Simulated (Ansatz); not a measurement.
La₂In in space group P6_3/mmc (No. 194; La on 2a, La on 2d, In on 2c), plane-wave PAW r²SCAN (Ansatz code), all energies at zero smearing, with the estimated change up to a 700 eV cutoff added, with one set of potentials and settings (totals compare only within such a set). Cell of 6 atoms (4 La, 2 In): -36286.153 eV.

```
element                reference phase  E (eV/atom)
-------  -----------------------------  -----------
La       P6_3/mmc, 4 atoms in the cell   -6264.8722
In         I4/mmm, 1 atoms in the cell   -5611.8812
```

Formation energy per atom, worked out: (-36286.153 − 4×(-6264.8722) − 2×(-5611.8812))/6 = -0.484 eV/atom (-47 kJ per mol of atoms), at 0 K, without zero-point energy or fitted corrections.

The first step of the workflow began from a Materials Project structure, measured or hypothetical; the Crystallography Open Database copy checked does not list it. With La and In taken as one species the cell has the higher symmetry P6/mmm, so it may be an ordered model of a mixed-site phase. Whether it is the stable phase at ambient conditions was not checked. The r²SCAN relaxation kept the symmetry of its start; whether a distortion lowers the energy is not shown. The final state is ferromagnetic, chosen from 3 collinear starts compared on coarse meshes (ties went to the first, and starts can fall back to one state), not a proven ground state. Other orbital occupations within this spin state were not tried. The references are the lowest solids computed at this level, not always the standard phases. Scalar-relativistic: spin–orbit coupling is off unless named, which matters more the heavier the elements.

Potentials: the earlier of the program's two PAW sets.
